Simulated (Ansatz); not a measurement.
Trial structure of Cu5Pt2, not yet relaxed:

```cif
data_structure
_symmetry_space_group_name_H-M 'P 1'
_symmetry_Int_Tables_number 1
_cell_length_a 5.2795
_cell_length_b 5.2795
_cell_length_c 5.2795
_cell_angle_alpha 60.000
_cell_angle_beta 60.000
_cell_angle_gamma 60.000
_cell_volume 104.06
loop_
_atom_site_label
_atom_site_type_symbol
_atom_site_fract_x
_atom_site_fract_y
_atom_site_fract_z
_atom_site_occupancy
Cu1 Cu 0.41308 0.41308 0.41308 1
Cu2 Cu 0.41308 0.41308 0.76077 1
Cu3 Cu 0.41308 0.76077 0.41308 1
Cu4 Cu 0.76077 0.41308 0.41308 1
Cu5 Cu 0.00000 0.00000 0.00000 1
Pt1 Pt 0.75000 0.75000 0.75000 1
Pt2 Pt 0.25000 0.25000 0.25000 1
```

Theory: Ansatz, DFT PBE, scalar-relativistic, plane waves, PAW. Plane waves to 420 eV, a k mesh through Γ of 4×4×4 on the computed 7-atom cell and Gaussian smearing (0.10 eV); no spin polarisation.

The zero of energy is the elements' standard structures at the same level; no fitted shifts are applied.

Q: Estimate its pressure, forces and energy as it stands.

A: The pressure is 69.4 GPa (it wants to expand), the largest force is 19.11 eV/Å, and the energy is +2.66 eV/atom against the elements. The shortest distance is 1.84 Å, so close that the PAW spheres overlap strongly and these values are rough.

Q: How much does it gain on relaxing, and where does it end?

A: Relaxing gains about 1.4 eV/atom (the start's value is from the coarse mesh, so the gain is rough) in 12 ionic steps and ends at +1.28 eV/atom on the finer mesh. The symmetry stays F-43m (No. 216). The volume per atom grows by 43.2 %, from 14.9 to 21.3 Å³. The shortest distance goes from 1.84 Å (Cu–Cu) to 2.25 Å (Cu–Pt). Conventional cell: a = 8.416 Å. Cu on a site of symmetry 3m has 1 Pt at 2.25 Å, 3 Cu at 2.28 Å, 3 Pt at 3.44 Å and 6 Cu at 3.59–3.67 Å; around Cu on a site of symmetry -43m lie 12 Cu at 3.59 Å and 8 Pt at 3.64 Å; around Pt on its first site lie 16 Cu at 3.44–3.64 Å; 1 more site not described.

The last run used an 8×8×8 mesh for its 7-atom cell and Gaussian smearing of 0.10 eV. These runs have no spin–orbit coupling, which can matter for Pt. The relaxation can't lower the symmetry of the start. A structure relaxed within its symmetry needn't be a true minimum.
